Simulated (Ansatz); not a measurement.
# SrLiH3: energy along a strain

SrLiH3, Pm-3m, a = 4.631 Å (as given, not relaxed at this level: 0.2 GPa). The structure is a Materials Project entry; whether it is the stable form wasn't checked. Ansatz: PBE, PAW, 420 eV, Γ-centred 6×6×6 mesh on 5 atoms, Gaussian smearing 0.05 eV; no spin polarisation. Cell vectors (Å): 4.631 0.000 0.000; 0.000 4.631 0.000; 0.000 0.000 4.631. The cell is strained by x per cent times the pattern (0 0 0 0 1 0) in the order xx yy zz yz xz xy (engineering shears), with fractional coordinates held. y is the free energy over the start, V0 = 19.861 Å³/atom. Symmetry makes y even in x.

```tsv
x (%)	y (meV/atom)
-2.00	0.14
-1.00	0.04
0.00	0.00
0.25	0.00
0.50	0.01
0.75	?
1.25	0.05
1.50	0.08
1.75	0.11
```

Problem. Fit y = c2 x² + c4 x⁴ to the other rows, get the stiffness along the pattern, and predict the missing energy.

Solution. Least squares on the rows shown. y = 0.03568 x² − 0.0001276 x⁴. The clamped-ion stiffness p·C·p = 2 × 0.3568 eV × 160.2 / 19.861 Å³ = 5.8 GPa, which is C55 in these axes (C44 of the cubic crystal). At x = 0.75 the fit asked for gives 0.02 meV/atom. The run gave 0.02 meV/atom, the same to the digits shown.